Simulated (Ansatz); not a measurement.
# Rigid cleavage in C

All numbers below come from DFT r2SCAN, scalar-relativistic, plane waves, PAW (Ansatz 0.2.0). The runs took a 500 eV cutoff, a Γ-centred 12×12×3 mesh and Gaussian smearing (0.05 eV). No spin polarisation. Energies are free energies at this smearing, counted from the undisturbed cell; pressure is positive in compression.

The starting cell (relaxed at this level):

```xyz
6
Lattice="-2.1268 1.2279 0.0110 -2.1268 -1.2279 0.0110 0.0630 0.0000 10.6052" Properties=species:S:1:pos:R:3 pbc="T T T"
C    -0.6564    0.0000    8.8415
C    -2.1163    0.0000    1.7788
C    -3.5132    0.0000    5.3212
C    -0.6984    0.0000    1.7713
C    -2.0953    0.0000    5.3137
C    -3.4922    0.0000    8.8561
```

The cell holds layers and no dispersion correction was added, so their binding is poorly described.

The cut lies on the cell's a–b face, a (0 0 1) plane (indices in the standard cell, whose axes needn't be the Cartesian ones shown) of area 5.22 Å², between layers 3.54 Å apart. Vector c is lengthened by d along the normal with the atoms' Cartesian places fixed: one unrelaxed cut a cell.

```
d (Å) energy (J/m²)
-0.30           0.03
-0.15           0.00
 0.00           0.00
 0.25           0.02
 0.50           0.05
 0.75           0.07
 1.00           0.09
 1.50           0.11
 3.00           0.12
```

(1) Predict the gap on the mesh (eV) at each point.

## Answers

(1)
| d (Å) | gap on the mesh (eV) |
| --- | --- |
| -0.30 | 0.50 |
| -0.15 | 0.50 |
| 0.00 | 0.51 |
| 0.25 | 0.32 |
| 0.50 | 0.20 |
| 0.75 | 0.12 |
| 1.00 | 0.07 |
| 1.50 | 0.02 |
| 3.00 | 0.01 |

Cost: 9 runs of about 2.8 core-minutes in all, on Arm Neoverse V1 (shared hosts).